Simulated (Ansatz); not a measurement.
# NaWO$_{3}$ (Pm-3m): electronic heat capacity and spin susceptibility from the density of states

Computed with DFT PBEsol, scalar-relativistic, plane waves, PAW (Ansatz).

Cutoff 420 eV; k points 10×10×10 on the computed 5-atom cell (Γ-centred); Gaussian smearing, width 0.10 eV; no spin polarisation.

Relaxed cell: Pm-3m, a = 3.875 Å, b = 3.875 Å, c = 3.875 Å, α = 90.00°, β = 90.00°, γ = 90.00°, 5 atoms in the primitive cell. Whether it is the stable form of this composition wasn't checked.

The density of states at the Fermi level is 0.947 states/eV in the cell of 5 atoms (1 formula unit; both spins, tetrahedra on a 15×15×15 mesh).

Task: What Sommerfeld coefficient and Pauli susceptibility does this give?

Result: Per formula unit N(E_F) = 0.947 states/eV. γ = (π²/3) k_B² N(E_F) N_A = 2.357 mJ/(mol K²) per state/eV, so γ = 2.2 mJ/(mol K²), a mole of formula units. χ_P = μ_B² N(E_F) N_A = 3.23×10⁻⁵ emu/mol per state/eV gives 3.1×10⁻⁵ emu/mol. This is the bare band result: a measured γ of the same phase is as a rule larger by a factor 1 + λ from phonons and spin fluctuations, the spin part of χ is larger by the Stoner factor, and a measured χ also holds orbital and core terms. N(E_F) at one energy is sensitive to the mesh where the density of states has sharp peaks.

Spin-orbit coupling is left out, which matters for the bands of heavy elements. Spin polarisation was left out, and a magnetic state may lie lower.

Symmetry holds off the tilts and polar distortions that many cubic perovskites undergo.

Cost: 1 run of about 1 core-minutes, on Arm Neoverse V2 (shared hosts).